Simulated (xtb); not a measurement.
xtb single point, GFN2-xTB, ALPB implicit tetrahydrofuran, on cyclopentadiene, C5H6 (SMILES C1=CCC=C1), charge 0, multiplicity 1.

```
xtb m.xyz --gfn 2 --chrg 0 --uhf 0 --norestart --sp --alpb thf

11

C     -0.976256     0.725406    -0.000478
C      0.288128     1.165710    -0.001587
C      1.220377    -0.000511    -0.001054
C      0.286006    -1.165054    -0.001102
C     -0.977803    -0.722581    -0.001631
H     -1.868849     1.325211    -0.000083
H      0.627004     2.185422    -0.002198
H      1.869296    -0.000984     0.877639
H      1.871565    -0.001497    -0.877639
H      0.622766    -2.185422    -0.001018
H     -1.871565    -1.320863    -0.001491
```

The program's output:

```

          ...................................................
          :                      SETUP                      :
          :.................................................:
          :  # basis functions                  26          :
          :  # atomic orbitals                  26          :
          :  # shells                           16          :
          :  # electrons                        26          :
          :  max. iterations                   250          :
          :  Hamiltonian                  GFN2-xTB          :
          :  restarted?                      false          :
          :  GBSA solvation                   true          :
          :  PC potential                    false          :
          :  electronic temp.          300.0000000     K    :
          :  accuracy                    1.0000000          :
          :  -> integral cutoff          0.2500000E+02      :
          :  -> integral neglect         0.1000000E-07      :
          :  -> SCF convergence          0.1000000E-05 Eh   :
          :  -> wf. convergence          0.1000000E-03 e    :
          :  Broyden damping             0.4000000          :
          :  net charge                          0          :
          :  unpaired electrons                  0          :
          ...................................................

 iter      E             dE          RMSdq      gap      omega  full diag
   1    -13.9717174 -0.139717E+02  0.417E+00    3.82       0.0  T
   2    -13.9789018 -0.718446E-02  0.248E+00    3.83       1.0  T
   3    -13.9768679  0.203390E-02  0.653E-01    3.84       1.0  T
   4    -13.9793145 -0.244659E-02  0.268E-01    3.83       1.0  T
   5    -13.9798086 -0.494035E-03  0.439E-02    3.82       1.0  T
   6    -13.9798120 -0.338814E-05  0.243E-02    3.82       1.2  T
   7    -13.9798121 -0.100419E-06  0.181E-03    3.82      16.7  T
   8    -13.9798121 -0.100015E-07  0.920E-04    3.82      32.8  T
   9    -13.9798121 -0.255085E-08  0.488E-04    3.82      61.7  T

   *** convergence criteria satisfied after 9 iterations ***

         #    Occupation            Energy/Eh            Energy/eV
      -------------------------------------------------------------
         1        2.0000           -0.6374329             -17.3454
       ...           ...                  ...                  ...
         7        2.0000           -0.4957903             -13.4911
         8        2.0000           -0.4503787             -12.2554
         9        2.0000           -0.4449579             -12.1079
        10        2.0000           -0.4392183             -11.9517
        11        2.0000           -0.4340372             -11.8108
        12        2.0000           -0.4199185             -11.4266
        13        2.0000           -0.3695358             -10.0556 (HOMO)
        14                         -0.2291597              -6.2358 (LUMO)
        15                         -0.1379996              -3.7552
        16                          0.1188013               3.2327
        17                          0.1224853               3.3330
        18                          0.1384069               3.7662
       ...                                ...                  ...
        26                          0.7163995              19.4942
      -------------------------------------------------------------
                  HL-Gap            0.1403761 Eh            3.8198 eV
             Fermi-level           -0.2993477 Eh           -8.1457 eV


         :::::::::::::::::::::::::::::::::::::::::::::::::::::
         ::                     SUMMARY                     ::
         :::::::::::::::::::::::::::::::::::::::::::::::::::::
         :: total energy             -13.720845438792 Eh    ::
         :: total w/o Gsasa/hb       -13.714598961156 Eh    ::
         :: gradient norm              0.002185275833 Eh/a0 ::
         :: HOMO-LUMO gap              3.819827960873 eV    ::
         ::.................................................::
         :: SCC energy               -13.979808774455 Eh    ::
         :: -> isotropic ES            0.002855730251 Eh    ::
         :: -> anisotropic ES          0.002910601974 Eh    ::
         :: -> anisotropic XC          0.010822225138 Eh    ::
         :: -> dispersion             -0.006097833952 Eh    ::
         :: -> Gsolv                  -0.006652564946 Eh    ::
         ::    -> Gelec               -0.000406087310 Eh    ::
         ::    -> Gsasa               -0.011017061358 Eh    ::
         ::    -> Ghb                 -0.000554231723 Eh    ::
         ::    -> Gshift               0.005324815444 Eh    ::
         :: repulsion energy           0.258963335663 Eh    ::
         :: add. restraining           0.000000000000 Eh    ::
         :: total charge               0.000000000000 e     ::
         :::::::::::::::::::::::::::::::::::::::::::::::::::::

           -------------------------------------------------
[... lines cut ...]
        20                          0.2090477               5.6885
        21                          0.2343023               6.3757
        22                          0.2618795               7.1261
        23                          0.3263986               8.8818
        24                          0.4297259              11.6934
       ...                                ...                  ...
        26                          0.7163995              19.4942
      -------------------------------------------------------------
                  HL-Gap            0.1403761 Eh            3.8198 eV
             Fermi-level           -0.2993477 Eh           -8.1457 eV

     #   Z          covCN         q      C6AA      α(0)
     1   6 C        3.005    -0.044    29.079     8.846
     2   6 C        2.995    -0.047    29.162     8.858
     3   6 C        3.898    -0.075    21.868     6.647
     4   6 C        2.995    -0.047    29.162     8.858
     5   6 C        3.005    -0.044    29.080     8.846
     6   1 H        0.926     0.022     2.706     2.572
     7   1 H        0.926     0.028     2.616     2.529
     8   1 H        0.924     0.079     1.988     2.205
     9   1 H        0.924     0.079     1.989     2.206
    10   1 H        0.926     0.028     2.616     2.529
    11   1 H        0.926     0.022     2.706     2.572

 Mol. C6AA /au·bohr⁶  :       1265.664785
 Mol. C8AA /au·bohr⁸  :      30128.005778
 Mol. α(0) /au        :         56.670127

Wiberg/Mayer (AO) data.
largest (>0.10) Wiberg bond orders for each atom

 ---------------------------------------------------------------------------
     #   Z sym  total        # sym  WBO       # sym  WBO       # sym  WBO
 ---------------------------------------------------------------------------
     1   6 C    3.990 --     2 C    1.802     5 C    1.143     6 H    0.973
     2   6 C    3.988 --     1 C    1.802     3 C    1.044     7 H    0.973
                             4 C    0.126
     3   6 C    3.999 --     4 C    1.044     2 C    1.044     9 H    0.929
                             8 H    0.928
     4   6 C    3.988 --     5 C    1.802     3 C    1.044    10 H    0.973
                             2 C    0.126
     5   6 C    3.990 --     4 C    1.802     1 C    1.143    11 H    0.973
     6   1 H    1.000 --     1 C    0.973
     7   1 H    0.999 --     2 C    0.973
     8   1 H    0.994 --     3 C    0.928
     9   1 H    0.994 --     3 C    0.929
    10   1 H    0.999 --     4 C    0.973
    11   1 H    1.000 --     5 C    0.973
 ---------------------------------------------------------------------------


molecular dipole:
                 x           y           z       tot (Debye)
 q only:        0.410      -0.000       0.000
   full:        0.424      -0.000       0.001       1.078
molecular quadrupole (traceless):
                xx          xy          yy          xz          yz          zz
 q only:        1.354      -0.001      -0.553       0.000      -0.000      -0.801
  q+dip:        3.173      -0.001       0.003      -0.001      -0.001      -3.176
   full:        2.058      -0.001      -0.415      -0.000      -0.000      -1.644

           -------------------------------------------------
          | TOTAL ENERGY              -13.720845438792 Eh   |
          | GRADIENT NORM               0.002185275833 Eh/α |
          | HOMO-LUMO GAP               3.819827960873 eV   |
           -------------------------------------------------
```

The total energy is -373.36 eV, -0.18 eV from the same level's vacuum run.
